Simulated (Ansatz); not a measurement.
SrTaO₃ (cubic perovskite, Pm-3m) at seven volumes, PBEsol in the plane-wave PAW code Ansatz, scaled uniformly. One row is withheld.

```json
[
 {"V (Å³/atom)": "11.801", "P (GPa)": "23.01"},
 {"V (Å³/atom)": "12.190", "P (GPa)": "14.06"},
 {"V (Å³/atom)": "12.579", "P (GPa)": "?"},
 {"V (Å³/atom)": "12.968", "P (GPa)": "0.00"},
 {"V (Å³/atom)": "13.357", "P (GPa)": "-5.49"},
 {"V (Å³/atom)": "13.746", "P (GPa)": "-10.15"},
 {"V (Å³/atom)": "14.135", "P (GPa)": "-14.10"}
]
```

Fit the shown pressures and predict the withheld one.

Third-order Birch–Murnaghan: P = (3/2)B₀(x^(7/2) − x^(5/2))[1 + (3/4)(B′ − 4)(x − 1)] with x = (V₀/V)^(2/3). Least squares on the six rows gives V₀ = 12.968 Å³/atom, B₀ = 198.0 GPa, B′ = 4.43. At V = 12.579, x = 1.0205 and P = 6.45 GPa. The run itself gave 6.46 GPa.

The workflow started from a Materials Project entry (that database holds measured and hypothetical structures alike); the Crystallography Open Database copy checked does not list it. Whether it is the stable phase at ambient conditions was not checked. The PBEsol relaxation kept the symmetry of its start; whether a distortion lowers the energy is not shown. No spin polarisation was allowed. Scalar-relativistic: spin–orbit coupling is off unless named, which matters more the heavier the elements.

Potentials: the later of the program's two PAW sets.
